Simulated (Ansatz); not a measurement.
Input for Ansatz (plane-wave DFT, PAW):

```yaml
crystal:
  lattice:
    - [5.8027911561, 0.0, 0.0]
    - [-2.901395578, 5.025364554, 0.0]
    - [0.0, 0.0, 24.7360591388]
  atoms:
    - { symbol: Cl, position: [0.1666666667, 0.3333333333, 0.6207763986] }
    - { symbol: Cl, position: [0.1666666667, 0.3333333333, 0.7070061324] }
basis:
  ecutwfc: 420
kpoints:
  mp_grid: { grid: [4, 4, 1] }
hamiltonian:
  xc: pbe
  dispersion: d3bj
scf:
  occupations: { method: gaussian, width: 0.1 }
output:
  forces: true
  eigenvalues: true
  write_density: true
  volumetric_format: npy
efield:
  axis: 3
  dipole_correction: true
  ramp_width: 0.04
```

Launched with
```bash
ansatz run input.yaml --threads 4 --pin off --max-ram 10240MiB --backend cpu --events-out ev --progress --plain --runs-dir out
```

Computed with DFT PBE+D3(BJ), scalar-relativistic, plane waves, PAW (Ansatz 0.2.0).

Part of what the program printed, abridged:

```
Pseudopotentials: kind: paw
Pseudopotential: Cl, paw, valence charge 7, recommended cutoff 420 eV (normal)
Functional definition: PBE
Crystal: 2 atoms, lattice volume = 721.332 Å³
Basis set: ecut = 420 eV, 14159 PW (Γ), exchange–correlation on 80×80×360 points (8 copies of the dense FFT grid, shifted against one another)
Bands: 11, of which v1, the nominal top of the filled ones, is band 7 counted from 1 (6 counted from 0)
Symmetry: 12 space group operations
k-points: 4 of 16
Initial density: superposition of atomic densities (neutral atoms: chi_scale 0, normalization atom), corrected by the library's trained network
Initial wavefunctions: pseudopotential atomic-orbital guess
Functional: x = pbe(κ = 0.804, μ = 0.21951497), c = pbe(β = 0.06672455)
SCF iter   1: F=—  HF=-2158.805847 eV  |F-HF|=—  |Δ(HF+E_count)|=         —  Δρ=3.48e-4  dr2=4.74e-4  ethr=1.77e-3  p= 0.000 e·Å  D=-5.02e-11 V/Å  ΔV_dip=0.00 eV  dr2_dipole=2.57e-10  V_vac-E_F(+/−)=6.18/6.18 eV  ⟨swp⟩=5.8  Hψ=294  notcnv=0
efield: sawtooth ramp at fractional position 0.1439 (placed from the atoms, in the widest stretch of the axis that holds none; the zero of the levels goes with the place), width 0.0400; the density the first Hamiltonian is built on has a dipole p =  0.000 e·Å; the dipole correction subtracts the counter field D = -5.02e-11 V/Å, which shifts the + side's vacuum level by +0.00 eV against the − side's; the planar-averaged density in the ramp window peaks in size at 2.6e-7 e/Å³
SCF iter   2: F=—  HF=-2158.805956 eV  |F-HF|=—  |Δ(HF+E_count)|=   1.09e-4  Δρ=1.83e-4  dr2=7.35e-5  ethr=3.38e-6  p=0.000 e·Å  D=4.90e-6 V/Å  ΔV_dip= 0.00 eV  dr2_dipole=2.11e-9  V_vac-E_F(+/−)=6.20/6.20 eV  ⟨swp⟩=2.0  Hψ=96  notcnv=0
SCF iter   3: F=—  HF=-2158.805934 eV  |F-HF|=—  |Δ(HF+E_count)|=   2.15e-5  Δρ=8.62e-5  dr2=1.51e-5  ethr=5.25e-7  p= 0.000 e·Å  D=-1.03e-5 V/Å  ΔV_dip=0.00 eV  dr2_dipole=3.51e-9  V_vac-E_F(+/−)=6.20/6.20 eV  ⟨swp⟩=2.0  Hψ=72  notcnv=0
SCF iter   4: F=—  HF=-2158.805905 eV  |F-HF|=—  |Δ(HF+E_count)|=   2.85e-5  Δρ=1.13e-5  dr2=1.06e-6  ethr=1.08e-7  p=0.000 e·Å  D=3.37e-5 V/Å  ΔV_dip= 0.00 eV  dr2_dipole=4.30e-8  V_vac-E_F(+/−)=6.20/6.20 eV  ⟨swp⟩=2.0  Hψ=72  notcnv=0
SCF iter   5: F=—  HF=-2158.805905 eV  |F-HF|=—  |Δ(HF+E_count)|=   2.73e-7  Δρ=6.24e-6  dr2=1.81e-7  ethr=7.57e-9  p= 0.000 e·Å  D=-4.79e-6 V/Å  ΔV_dip=0.00 eV  dr2_dipole=9.70e-10  V_vac-E_F(+/−)=6.20/6.20 eV  ⟨swp⟩=2.0  Hψ=52  notcnv=0
SCF iter   6: F=-2158.805905 eV  HF=-2158.805905 eV  |F-HF|=5.22e-9  |Δ(HF+E_count)|=   6.91e-9  Δρ=2.78e-6  dr2=3.57e-8  ethr=7.14e-10  p=0.000 e·Å  D=3.74e-6 V/Å  ΔV_dip= 0.00 eV  dr2_dipole=5.69e-10  V_vac-E_F(+/−)=6.20/6.20 eV  ⟨swp⟩=9.2  Hψ=244  notcnv=0
SCF 1 converged in 6 iterations: F = -2158.805905 eV  dr2 = 3.57e-8
SCF converged after 6 iterations
Free energy (F): -2158.805905 eV
Harris-Foulkes:  -2158.805905 eV  (|F-HF|=5.22e-9)
Internal energy: -2158.805905 eV  (E = F + TS)
E sigma→0 (E₀):  -2158.805905 eV
Fermi energy:    -5.665402 eV
Dipole field:    D = -0.000013 V/Å  (p = -0.000052 e·Å, saw-weighted, corrected)
Work function:   Φ+ = 6.1987 eV   Φ− = 6.1984 eV
Levels:          The Fermi level and band energies are counted from a zero that moves with the ramp; work functions are not
--- Per-component energies (eV) ---
  E_band       = -166.014045
  E_kinetic    = 316.407087
  E_local      = -2704.227475  (includes V_loc(G=0)·N_el)
  E_nonlocal   = 57.089631
  E_hartree    = 1198.594875
  E_xc         = -210.868985
  E_vxc        = -239.430979  (∫ρ·V_xc dr)
  E_paw        = -1317.853331  (= ΣΔE_a)
  E_vpaw       = 6.957580  (= ΣTr[D̂ρ^β])
  E_aug_tail   = 0.000183  (compensation charges beyond the density's cutoff)
  E_efield     = 0.000000  (sawtooth field / dipole correction)
  E_vefield    = 0.000000  (∫n·V_field dr)
  E_ewald      = 502.098136
  E_disp       = -0.046026  (pairwise vdW)
  E_smearing   =  0.000000  (= −TS)
--- Forces (eV/Å), atoms counted from 1 ---
  atom   1  Cl     0.00000000     0.00000000     1.81274316
  atom   2  Cl     0.00000000     0.00000000    -1.81270323
--- Band table (eV) ---
  k-point 0: bands = ["-21.9961", "-18.8869", "-10.9211", "-8.7846", "-8.7846", "-6.7711", "-6.7711", "-4.5627", "-0.5094", "0.3097", "0.5644"]
  k-point 1: bands = ["-21.9955", "-18.8862", "-10.9195", "-8.8138", "-8.7915", "-6.7939", "-6.7765", "-4.5543", "-0.0462", "0.6756", "0.9430"]
  k-point 2: bands = ["-21.9948", "-18.8854", "-10.9179", "-8.8425", "-8.7984", "-6.8162", "-6.7818", "-4.5462", "1.0319", "1.1852", "1.7010"]
  k-point 3: bands = ["-21.9948", "-18.8854", "-10.9179", "-8.8316", "-8.8095", "-6.8077", "-6.7905", "-4.5462", "0.7784", "1.3914", "1.6931"]
```

Self-consistency was reached.

Time: 1.1 s on 4 threads of Intel(R) Xeon(R) 6975P-C (Granite Rapids) (shared host), peak memory 0.7 GiB.